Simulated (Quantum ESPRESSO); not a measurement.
Kohn-Sham bands of SiGe (wurtzite)

```
SiGe
1.0
    3.90445     0.00000     0.00000
   -1.95223     3.38135     0.00000
    0.00000     0.00000     6.45078
Si Ge
2 2
Direct
  0.66667   0.33333   0.87461
  0.33333   0.66667   0.37461
  0.66667   0.33333   0.50039
  0.33333   0.66667   0.00039
```

Structure: Materials Project mp-978534, symmetrised, not relaxed again. Not found in the COD (Crystallography Open Database) copy used; not checked further. Computed values, not measurements, from PBEsol: Quantum ESPRESSO (norm-conserving PseudoDojo potentials, cutoff 63 Ry, spinors with spin-orbit coupling) on a Γ-centred 6×6×4 mesh, then Wannier90. Density: 12×12×6 mesh, Gaussian smearing 0.01 Ry. The gap is small at this level and was sampled on the meshes and a path alone.

Problem. List the Kohn-Sham levels between −8 and 3.3 eV relative to the valence-band maximum at the high-symmetry points, as a band run of pw.x on that density gives them (levels within 2 meV counted together).

Solution. 
```tsv
point	k (reciprocal lattice)	levels (eV)
Γ	0.000 0.000 0.000	-7.55 (×2), -1.70 (×2), -1.59 (×2), -0.40 (×2), -0.10 (×2), 0.00 (×2), 0.33 (×2), 1.38 (×2), 1.94 (×2), 2.00 (×2), 2.59 (×2)
M	0.500 0.000 0.000	-6.47 (×2), -4.82 (×2), -3.23 (×2), -3.08 (×2), -1.59 (×2), 0.29 (×2), 1.89 (×2), 3.13 (×2), 3.26 (×2)
K	0.333 0.333 0.000	-7.18, -7.15, -7.14 (×2), -5.30 (×2), -3.75, -3.70 (×2), -3.68, -3.45 (×2), 0.92 (×2)
A	0.000 0.000 0.500	-4.63 (×4), -1.08 (×4), -0.97 (×4), 1.13 (×4), 2.99 (×4), 3.05 (×4)
L	0.500 0.000 0.500	-7.66 (×4), -2.68 (×4), -2.56 (×4), 0.55 (×4), 1.72 (×4)
H	0.333 0.333 0.500	-7.85 (×2), -7.82 (×2), -4.62 (×2), -4.56 (×2), -2.17 (×2), -2.15 (×2), 1.26 (×2), 1.28 (×2)
```
